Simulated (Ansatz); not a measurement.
## Is this Mg2Zn3Te5 structure a true minimum?

The structure comes from a generated guess, relaxed at this level; another structure or a mixture of phases may lie lower.

These are results of DFT PBE, scalar-relativistic, plane waves, PAW in Ansatz, not measurements. Settings: cutoff 420 eV, Γ-centred mesh 6×6×6 on the computed 10-atom cell, Gaussian smearing of 0.02 eV; no spin polarisation.

The cell below (10 atoms, space group R3m (No. 160)) is relaxed within its symmetry.

```
Mg Zn Te
1.0
     2.22658    1.28552   18.30380
    -2.22658    1.28552   18.30380
     0.00000   -2.57103   18.30380
Mg Zn Te
2 3 5
Direct
  0.39794 0.39794 0.39794
  0.80150 0.80150 0.80150
  0.99755 0.99755 0.99755
  0.20241 0.20241 0.20241
  0.60001 0.60001 0.60001
  0.34658 0.34658 0.34658
  0.75028 0.75028 0.75028
  0.15364 0.15364 0.15364
  0.55124 0.55124 0.55124
  0.94884 0.94884 0.94884
```

For the test it was strained at random (σ = 1.5 % a component), the atoms were moved at random (σ = 0.15 Å), and all was relaxed again on a coarse 4×4×4 mesh (in the run’s order of axes) with 0.10 eV smearing, with no symmetry imposed.

Spin–orbit coupling, which can matter for Te, is left out.

Q: What happens?

A: It returns, within 1 meV/atom of the unmoved cell on that mesh and with the same symmetry when read at 0.1 Å (P1 at 0.01 Å, so small strains and shifts remain). So it is stable against the distortions that fit this cell and that this random move excites. Modes that don't fit the cell aren't tested.
